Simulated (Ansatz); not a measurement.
**Profile along the N–Ta line in TaN (rock salt)**

TaN (rock salt)

```yaml
crystal:
  lattice:
    - [0.00000, 2.18730, 2.18730]
    - [2.18730, 0.00000, 2.18730]
    - [2.18730, 2.18730, 0.00000]
  atoms:
    - { symbol: N, position: [0.00000, 0.00000, 0.00000] }
    - { symbol: Ta, position: [0.50000, 0.50000, 0.50000] }
```

Fields along a shortest N–Ta line of a {100} plane (2.19 Å), from N to Ta, interpolated on the slice's grid (step about 0.1 Å). These are PBEsol (plane waves to 420 eV, PAW, scalar-relativistic; Ansatz, an electronic-structure program) values and carry that method's errors. k mesh 18×18×18. Inside the PAW spheres the values are not all-electron values, and peaks at nuclei hang on which shells count as valence. Spin-orbit coupling is left out, though Ta is heavy. TaN is run without spin polarisation. TaN was relaxed with its symmetry unable to fall. The PAW data are Ansatz's earlier set. This is a high-temperature form of TaN.

| distance from N (Å) | valence electron density (e/Å³) | electron localisation function |
|---|---|---|
| 0.00 | 3.29 | x |
| 0.22 | 3.47 | x |
| 0.44 | 2.75 | 0.68 |
| 0.66 | 1.38 | 0.80 |
| 0.88 | 0.73 | 0.57 |
| 1.09 | 0.56 | 0.16 |
| 1.31 | 1.05 | 0.32 |
| 1.53 | 2.84 | 0.70 |
| 1.75 | 4.64 | 0.66 |
| 1.97 | 4.09 | x |
| 2.19 | 3.00 | x |

x: too close to a nucleus for the ELF to mean much.

Density on the N–Ta line (2.19 Å) at its density minimum, 1.0 Å from N: 0.56 e/Å³. ELF at that point: 0.2.
